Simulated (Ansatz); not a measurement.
**A plane-wave run on HPbBrO**

input.yaml (Ansatz 0.2.0)

```yaml
crystal:
  lattice:
    - [7.48446288, 0.0, 0.0]
    - [0.0, 4.13997487, 0.0]
    - [0.0, 0.0, 10.14830581]
  atoms:
    - { symbol: H, position: [0.2985, 0.25, 0.3863] }
    - { symbol: H, position: [0.2015, 0.75, 0.8863] }
    - { symbol: H, position: [0.7985, 0.25, 0.1137] }
    - { symbol: H, position: [0.7015, 0.75, 0.6137] }
    - { symbol: O, position: [0.379, 0.25, 0.4617] }
    - { symbol: O, position: [0.121, 0.75, 0.9617] }
    - { symbol: O, position: [0.879, 0.25, 0.0383] }
    - { symbol: O, position: [0.621, 0.75, 0.5383] }
    - { symbol: Pb, position: [0.1941, 0.25, 0.0832] }
    - { symbol: Pb, position: [0.3059, 0.75, 0.5832] }
    - { symbol: Pb, position: [0.6941, 0.25, 0.4168] }
    - { symbol: Pb, position: [0.8059, 0.75, 0.9168] }
    - { symbol: Br, position: [0.0536, 0.75, 0.32] }
    - { symbol: Br, position: [0.4464, 0.25, 0.82] }
    - { symbol: Br, position: [0.5536, 0.75, 0.18] }
    - { symbol: Br, position: [0.9464, 0.25, 0.68] }
  symmetry: { tolerance: 0.0003 }
kpoints:
  mp_grid: { grid: [4, 6, 3], shift: [0, 0, 0] }
magnetization:
  spin_polarized: false
scf:
  occupations: { method: fermi_dirac }
  lower_state_search: "off"
  max_iter: 200
hamiltonian:
  pseudopotentials: { kind: paw }
  xc: r2scan
basis:
  ecutwfc: 500
  fft_grid_basis: typed
output:
  forces: true
  stress: true
  eigenvalues: true
  bader: true
  populations: true
  elf: true
  write_potential: true
  volumetric_format: npy
  dos:
    e_range: [-12, 8]
    de: 0.05
    projected: { site_lists: { Br: [Br], H: [H], O: [O], Pb: [Pb] } }
checkpoint:
  read: saved_state
```

The run starts from an earlier solution of this cell. 

Excerpt of what it printed:

```
Free energy (F): -61201.4012 eV
Harris-Foulkes:  -61201.4012 eV  (|F-HF|=1.77e-7)
Internal energy: -61201.4012 eV  (E = F + TS)
E sigma→0 (E₀):  -61201.4012 eV
Entropy (-TS):    0.0000 eV (-0.000 meV/atom)
Fermi energy:    5.9893 eV
--- Per-component energies (eV) ---
  E_band       = -592.2734
  E_kinetic    = 2436.9190
  E_local      = -8226.6736  (includes V_loc(G=0)·N_el)
  E_nonlocal   = 1881.1945
  E_hartree    = 3139.3493
  E_xc         = -2166.2443
  E_vxc        = -1512.2487  (∫ρ·V_xc dr)
  E_paw        = -51446.2864  (= ΣΔE_a)
  E_vpaw       = -1546.0415  (= ΣTr[D̂ρ^β])
  E_aug_tail   = 0.0023  (compensation charges beyond the density's cutoff)
  E_vtau       = 95.8741  (kinetic-family band-sum trace: ∫τ·v_τ [+ j·A + Jᵃ·Aᵃ] dr)
  E_ewald      = -6822.7636
  E_core_change = 3.1015  (= ΣΔE_core)
  E_smearing   =  0.0000  (= −TS)
--- Forces (eV/Å), atoms counted from 1 ---
  atom   1  H      0.2157     0.0000     0.2413
  atom   2  H     -0.2157     0.0000     0.2413
  atom   3  H      0.2157     0.0000    -0.2413
  atom   4  H     -0.2157     0.0000    -0.2413
  atom   5  O     -0.2023     0.0000    -0.1757
  atom   6  O      0.2023     0.0000    -0.1757
  atom   7  O     -0.2023     0.0000     0.1757
  atom   8  O      0.2023     0.0000     0.1757
  atom   9  Pb    -0.0907     0.0000    -0.0568
  atom  10  Pb     0.0907     0.0000    -0.0568
  atom  11  Pb    -0.0907     0.0000     0.0568
  atom  12  Pb     0.0907     0.0000     0.0568
  atom  13  Br     0.0611     0.0000    -0.0136
  atom  14  Br    -0.0611     0.0000    -0.0136
  atom  15  Br     0.0611     0.0000     0.0136
  atom  16  Br    -0.0611     0.0000     0.0136
--- Stress (GPa, compression-positive) ---
       -1.1053       0.0000       0.0000
        0.0000      -1.0745       0.0000
        0.0000       0.0000      -1.1613
  P = ⅓ Tr σ = -1.1137 GPa (-11.137 kbar)
--- Bader charges: 16 sites ---
  site symbol  charge [e]  shift [e]
     0      H      0.5663     0.0013
     1      H      0.5663     0.0013
     2      H      0.5663     0.0013
     3      H      0.5663     0.0013
     4      O     -1.2339     0.0016
     5      O     -1.2339     0.0016
     6      O     -1.2339     0.0016
     7      O     -1.2339     0.0016
     8     Pb      1.3658     0.0003
     9     Pb      1.3658     0.0003
    10     Pb      1.3658     0.0003
    11     Pb      1.3658     0.0003
    12     Br     -0.6982     0.0000
    13     Br     -0.6982     0.0000
    14     Br     -0.6982     0.0000
    15     Br     -0.6982     0.0000
```

Origin: a database entry at a rescaled volume.
